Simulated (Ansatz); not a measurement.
Ta3W2: rattling a relaxed structure

It was reached by relaxing an invented guess, and it needn't be the stable form of this composition.

Method: Ansatz, DFT PBE, scalar-relativistic, plane waves, PAW. Settings: cutoff 420 eV, Γ-centred mesh 14×14×14 on the computed 5-atom cell, Gaussian smearing of 0.10 eV; no spin polarisation.

The cell below (5 atoms, space group Fmmm (No. 69)) is relaxed within its symmetry.

```
CELL_PARAMETERS angstrom
0.00000 2.32677 11.42021
1.62485 0.00000 11.42021
1.62485 2.32677 0.00000
ATOMIC_POSITIONS crystal
Ta 0.00000 0.00000 0.00000
Ta 0.19764 0.19764 0.80236
Ta 0.80236 0.80236 0.19764
W 0.59901 0.59901 0.40099
W 0.40099 0.40099 0.59901
```

For the test a repeat of it with 10 atoms (edges 2.84, 5.40, 11.54 Å) was strained at random (σ = 1.5 % a component), the atoms were moved at random (σ = 0.05 Å), and all was relaxed again on a coarse 8×4×2 mesh (in the run’s order of axes) with 0.20 eV smearing, with no symmetry imposed.

These runs have no spin–orbit coupling, which can matter for Ta and W.

**Question.** Does it come back?

**Answer.** It returns, within 1 meV/atom of the unmoved cell on that mesh and with the same symmetry when read at 0.1 Å (P-1 at 0.01 Å, so small strains and shifts remain). So it is stable against the distortions that fit this cell and that this random move excites. Modes that don't fit the cell aren't tested.
